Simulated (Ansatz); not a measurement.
The relaxed structure here is a generated cell of TiAl: the first start was made by a random draw of sites in a space group, and the end was not matched to a known phase here, so it may be hypothetical. Known forms of TiAl include space group No. 123.

The end point of a relaxation of TiAl. The numbers are results of r2SCAN (plane waves to 500 eV, PAW, scalar-relativistic; Ansatz, a first-principles code), not measurements.

```xyz
6
Lattice="5.1206 0.0000 0.0000 -2.5603 4.4346 0.0000 0.0000 0.0000 6.4436" Properties=species:S:1:pos:R:3 pbc="T T T"
Al     2.1556     3.7336     3.2218
Al     0.8095     0.0000     1.0739
Al    -0.4047     0.7010     5.3697
Ti     0.8955     1.5510     3.2218
Ti     3.3297     0.0000     1.0739
Ti    -1.6649     2.8836     5.3697
```

Task: Find the space group and the Wyckoff positions (tolerance 0.01 Å).

Result: Space group P3₂21 (No. 154); a = b = 5.121 Å, c = 6.444 Å, α = β = 90.00°, γ = 120.00°

```json
[
 {"atom": "Al", "site": "3b", "symmetry": ".2.", "x": "0.8419", "y": "0.8419", "z": "0.5000"},
 {"atom": "Ti", "site": "3b", "symmetry": ".2.", "x": "0.3497", "y": "0.3497", "z": "0.5000"}
]
```

Task: Give the shortest distances between elements (the closest pairs, up to four, under 3.6 Å).

Result: Al–Ti 2.52 Å; Al–Al 2.56 Å; Ti–Ti 3.60 Å.

```yaml
volume_per_atom: 24.39 Å³
density: 2.55 g/cm³
band_gap: zero (metallic)
```

No spin polarisation in the result. A magnetic state may lie lower.

The run could not lose the symmetry of its start: the end is stationary, and may be a saddle point rather than a minimum.
